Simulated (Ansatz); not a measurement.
C built on the diamond prototype, relaxed with r2SCAN: 7 runs in the plane-wave code Ansatz, each a construction of maximally localised Wannier functions. Space group Fd-3m (No. 227), cubic; conventional cell a = 3.560 Å, 5.64 Å³ an atom. C has 4 C at 1.54 Å. No spin polarisation and no zero-point or thermal motion.

```yaml
crystal:
  lattice:
    - [0.00000, 1.78012, 1.78012]
    - [1.78012, 0.00000, 1.78012]
    - [1.78012, 1.78012, 0.00000]
  atoms:
    - { symbol: C, position: [0.00000, 0.00000, 0.00000] }
    - { symbol: C, position: [0.25000, 0.25000, 0.25000] }
```

Windows count from the top of the filled bands; a dash means that no such window was set (without an outer window there is no disentanglement). Rows marked drawn have settings drawn at random (some not listed).

```tsv
functional	SCF mesh	trial orbitals	functions	mesh	window (eV)	frozen (eV)	settings	Ω total (Å²)	Ω invariant (Å²)	largest spread (Å²)	least projectability	interpolation miss of the model's filled bands (eV, to the nearest computed level)
PBE	10×10×10	C s, C p	4	8×8×8	–	–	chosen	3.05	2.72	0.76	0.58	0.035
PBE	10×10×10	C s, C p	4	12×12×12	–	–	chosen	3.14	2.82	0.78	0.58	0.005
r2SCAN	10×10×10	C s, C p	4	8×8×8	–	–	chosen	3.03	2.72	0.76	0.58	0.038
HSE06	8×8×8	C s, C p	4	8×8×8	–	–	chosen	2.99	2.67	0.75	0.58	–
PBE	10×10×10	C s, C p	4	3×3×3	–	–	drawn	2.35	2.06	0.59	0.58	0.961
PBE	10×10×10	C s, C p (plain search)	4	8×8×8	–	–	drawn	5.29	2.72	1.42	0.58	0.032
```

Problem. Estimate from these rows what the further settings give.
```csv
functional,SCF mesh,trial orbitals,functions,mesh,window (eV),frozen (eV),settings
PBE,10×10×10,"C s, C p",4,6×6×6,–,–,chosen
```

Solution.
```
functional  SCF mesh  trial orbitals  functions   mesh  window (eV)  frozen (eV)  settings  Ω total (Å²)  Ω invariant (Å²)  largest spread (Å²)  least projectability  interpolation miss of the model's filled bands (eV, to the nearest computed level)
       PBE  10×10×10        C s, C p          4  6×6×6            –            –    chosen          2.93              2.60                 0.73                  0.58                                                                               0.119
```

A dash in the last column means that the miss wasn't evaluated.

For C s, C p with PBE the spread goes 2.93 Å² (6×6×6), 3.05 Å² (8×8×8), 3.14 Å² (12×12×12): finite differences on a coarse mesh understate it.
